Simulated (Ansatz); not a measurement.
La₂O₃:
```
CELL_PARAMETERS angstrom
      3.88272     0.00000     0.00000
     -1.94136     3.36253     0.00000
      0.00000     0.00000     5.95069
ATOMIC_POSITIONS crystal
  La 0.33333 0.66667 0.24398
  La 0.66667 0.33333 0.75602
  O  0.00000 0.00000 0.00000
  O  0.33333 0.66667 0.64659
  O  0.66667 0.33333 0.35341
```

Cartesian axes are those of the cell as given.

**Question.** Give the high-frequency dielectric tensor and the Born effective charge tensors of the independent atoms from DFPT, LDA (plane waves, PAW; program Ansatz).

**Answer.** 
ε∞:
```
4.92  0.00  0.00
0.00  4.92  0.00
0.00  0.00  4.88
```
Z* of atom 1 (La), rows: field, columns: displacement, in e:
```
4.23  0.00  0.00
0.00  4.23  0.00
0.00  0.00  3.87
```
Z* of atom 3 (O), rows: field, columns: displacement, in e:
```
-2.74   0.00   0.00
 0.00  -2.74   0.00
 0.00   0.00  -2.57
```
Z* of atom 4 (O), rows: field, columns: displacement, in e:
```
-2.85   0.00   0.00
 0.00  -2.85   0.00
 0.00   0.00  -2.59
```

Space group P-3m1 (La2O3 or Ni2Al3 type). Symmetry was held in the LDA relaxation. Scalar-relativistic: spin–orbit coupling is off unless named, which matters more the heavier the elements.

Potentials: the later of the program's two PAW sets.
